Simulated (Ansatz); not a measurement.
BaMgF$_{4}$:
```yaml
crystal:
  lattice:
    - [2.04573, -7.28680, 0.00000]
    - [2.04573, 7.28680, 0.00000]
    - [0.00000, 0.00000, 5.82281]
  atoms:
    - { symbol: Ba, position: [0.65076, 0.34924, 0.14628] }
    - { symbol: Ba, position: [0.34924, 0.65076, 0.64628] }
    - { symbol: Mg, position: [0.91558, 0.08442, 0.18982] }
    - { symbol: Mg, position: [0.08442, 0.91558, 0.68982] }
    - { symbol: F, position: [0.42087, 0.57913, 0.20371] }
    - { symbol: F, position: [0.57913, 0.42087, 0.70371] }
    - { symbol: F, position: [0.80278, 0.19722, 0.38126] }
    - { symbol: F, position: [0.19722, 0.80278, 0.88126] }
    - { symbol: F, position: [0.02848, 0.97152, 0.00868] }
    - { symbol: F, position: [0.97152, 0.02848, 0.50868] }
    - { symbol: F, position: [0.16361, 0.83639, 0.41973] }
    - { symbol: F, position: [0.83639, 0.16361, 0.91973] }
```

Relaxed with PBEsol. Special points in fractions of this cell's reciprocal vectors: Γ (0.000, 0.000, 0.000); Y (-0.500, 0.500, 0.000); C0 (-0.270, 0.730, 0.000); Σ0 (0.270, 0.270, 0.000); Z (0.000, 0.000, 0.500); A0 (0.270, 0.270, 0.500); E0 (-0.270, 0.730, 0.500); T (-0.500, 0.500, 0.500); S (0.000, 0.500, 0.000); R (0.000, 0.500, 0.500).

List the band energies nearest the valence-band maximum at these points for the program Ansatz at the PBEsol level (PAW).

In eV from the valence-band maximum; about four levels below and three above (degenerate sets whole), none deeper than 8.9 eV; points with the same levels are listed once.

| k | below | above |
|---|---|---|
| Γ | -0.31 -0.11 -0.07 -0.06 | 6.98 8.37 8.98 |
| Y | -0.26 -0.23 -0.19 -0.16 | 7.98 8.34 8.69 |
| C0 | -0.27 -0.21 -0.17 -0.02 | 8.49 8.87 8.96 |
| Z | -0.30 -0.30 -0.15 -0.15 | 8.36 8.36 9.02 9.02 |
| A0 | -0.12 -0.12 -0.04 -0.04 | 8.87 8.87 8.98 8.98 |
| T | -0.31 -0.31 -0.25 -0.25 | 8.46 8.46 9.28 9.28 |
| S | -0.29 -0.27 -0.14 -0.01 | 8.58 8.59 9.31 |
| R | -0.13 -0.13 -0.02 -0.02 | 8.82 8.82 9.02 9.02 |

Space group Cmc2_1. The workflow started from a Materials Project entry (that database holds measured and hypothetical structures alike); the Crystallography Open Database files this formula in space group No. 36, but the cells were not matched. Whether it is the stable phase at ambient conditions was not checked. Symmetry was held in the PBEsol relaxation; its stability against distortions is not shown here. Spin–orbit coupling is left out wherever it is not named.

Potentials: the earlier of the program's two PAW sets. The files were generated under PBE; for other functionals the program regenerates the frozen cores, and for LDA and PBEsol the local potential too.
